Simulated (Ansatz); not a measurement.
CsLiCr2Te2S3: changing the dispersion correction

The cell as given:

```cif
data_structure
_symmetry_space_group_name_H-M 'P 1'
_symmetry_Int_Tables_number 1
_cell_length_a 3.6036
_cell_length_b 3.6036
_cell_length_c 19.0665
_cell_angle_alpha 90.000
_cell_angle_beta 90.000
_cell_angle_gamma 120.000
_cell_volume 214.42
loop_
_atom_site_label
_atom_site_type_symbol
_atom_site_fract_x
_atom_site_fract_y
_atom_site_fract_z
_atom_site_occupancy
Cs1 Cs 0.00000 0.00000 0.37399 1
Li1 Li 0.66667 0.33333 0.01607 1
Cr1 Cr 0.00000 0.00000 0.86637 1
Cr2 Cr 0.33333 0.66667 0.16833 1
Te1 Te 0.33333 0.66667 0.53891 1
Te2 Te 0.66667 0.33333 0.77276 1
S1 S 0.00000 0.00000 0.10030 1
S2 S 0.33333 0.66667 0.92920 1
S3 S 0.66667 0.33333 0.23408 1
```

The cell comes from a database or a generator and needn't be the stable form of this composition.

Kept alike: task relaxation of cell and atoms; functional PBE; k mesh 6 × 6 × 1; occupations fermi-dirac, width 0.05 eV; collinear spin, ferromagnetic start. Program: Ansatz, Ansatz PAW, cutoff 420 eV. The mesh is that of the run's cell of 9 atoms. No spin-orbit coupling.

```csv
dispersion correction,volume (Å³/atom),first edge of the run's cell (Å),third edge of the run's cell (Å)
D3(BJ),21.998,3.569,17.942
D3(BJ)-ATM,22.133,3.575,18.000
D4,21.754,3.559,17.847
```

The relaxations keep at least the cell's symmetry (P3m1). For a metal such a mesh leaves the last digits unconverged. Relaxations stop with a little pressure left, so the last digits of a volume or edge aren't settled. The runs hold the magnetic state that their start led to, which needn't be the lowest.

The volume runs from 21.754 (D4) to 22.133 Å³/atom (D3(BJ)-ATM). The first edge of the run's cell runs from 3.559 (D4) to 3.575 Å (D3(BJ)-ATM). The third edge of the run's cell runs from 17.847 (D4) to 18.000 Å (D3(BJ)-ATM).
